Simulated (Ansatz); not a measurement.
The relaxed structure here is a generated cell of Ru: the first start was made by placing the elements on the sites of a structure type, and the end was not matched to a known phase here, so it may be hypothetical. Known forms of Ru include space group No. 194.

One starting cell of Ru (a generated trial cell of Ru in the AFLOW prototype A_hR3_166_ac (C19, as in Sm)) was relaxed twice with Ansatz (plane waves, PAW, scalar-relativistic): with PBEsol at 420 eV and with PBE at 420 eV. The PBEsol result:

```
CELL_PARAMETERS angstrom
      1.34378     0.77583     6.40619
     -1.34378     0.77583     6.40619
      0.00000    -1.55167     6.40619
ATOMIC_POSITIONS crystal
  Ru 0.00000 0.00000 0.00000
  Ru 0.22067 0.22067 0.22067
  Ru 0.77933 0.77933 0.77933
```

| quantity | PBEsol | PBE |
|---|---|---|
| space group | R-3m | R-3m |
| volume (Å³/atom) | 13.36 | (withheld) |
| a (Å) | 2.688 | (withheld) |
| c (Å) | 19.219 | (withheld) |
| gap (eV, no spin-orbit coupling) | 0.00 | (withheld) |
| highest phonon at the sampled q (cm⁻¹) | 270 | (withheld) |
| softest mode (cm⁻¹) | no imaginary mode | (withheld) |

### Question
Fill in the PBE column.

### Answer

- volume (Å³/atom), PBE: 13.80
- a (Å), PBE: 2.717
- c (Å), PBE: 19.425
- gap (eV, no spin-orbit coupling), PBE: 0.00
- highest phonon at the sampled q (cm⁻¹), PBE: 255
- softest mode (cm⁻¹), PBE: no imaginary mode

Both levels end in the same structure; PBE's volume is 3.3 % larger. Neither column is exact.

No spin polarisation in the result.

The run could not lose the symmetry of its start, so the end can be a saddle point.

Ansatz is a program for electronic structure.
